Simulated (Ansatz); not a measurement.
Relaxed-ion elastic tensor of TaSi2 in space group P6_222 (No. 180; Si on 6j, Ta on 3d) in GPa (Voigt order), r²SCAN (plane waves, PAW; program Ansatz); density 9.11 g/cm³, 14.41 Å³ per atom.

```tsv
	1	2	3	4	5	6
1	382	73.5	93.9	0.0	0.0	0.0
2	73.5	382	93.9	0.0	0.0	0.0
3	93.9	93.9	489	0.0	0.0	0.0
4	0.0	0.0	0.0	150	0.0	0.0
5	0.0	0.0	0.0	0.0	150	0.0
6	0.0	0.0	0.0	0.0	0.0	154
```

### Question
Is the crystal mechanically stable?

### Answer
Yes: the smallest eigenvalue of C is 150 GPa.

### Question
Work out the Voigt, Reuss and Hill averages.

### Answer
K_V = 197, K_R = 194, K_H = 196; G_V = 157, G_R = 156, G_H = 156 GPa.

### Question
Give Young's modulus, Poisson's ratio, Pugh's ratio and the universal anisotropy index.

### Answer
E = 9KG/(3K + G) = 370 GPa; ν = 0.18; K/G = 1.25 (brittle by the Pugh limit of 1.75); A_U = 5G_V/G_R + K_V/K_R − 6 = 0.05.

### Question
Estimate the sound speeds and the Debye temperature.

### Answer
v_l = √((K + 4G/3)/ρ) = 6660 m/s, v_t = √(G/ρ) = 4140 m/s, mean 4570 m/s; Θ = (h/k)(3n/4πV)^(1/3) v_m = 559 K.

### Question
Solve the Christoffel equation for the three sound speeds along x, y, z.

### Answer
Eigenvalues of C_ijkl n_j n_l equal ρv². In km/s, slowest first: x 4.05, 4.12, 6.48; y 4.05, 4.12, 6.48; z 4.05, 4.05, 7.33.

### Question
How much does each axis shrink under pressure?

### Answer
Linear compressibilities β_i = Σ_j S_ij (j = 1 to 3): x 1.9, y 1.9, z 1.3 per TPa.

Symmetry was held in the r²SCAN relaxation. No spin polarisation was allowed. As this level gives no gap, shear constants depend on the k-mesh and smearing (Fermi–Dirac, 0.1 eV here). On the denser mesh and wider smearing of the elastic run this cell carries a stress of 0.5 GPa. Scalar-relativistic: spin–orbit coupling is off unless named, which matters more the heavier the elements.

Potentials: the later of the program's two PAW sets.
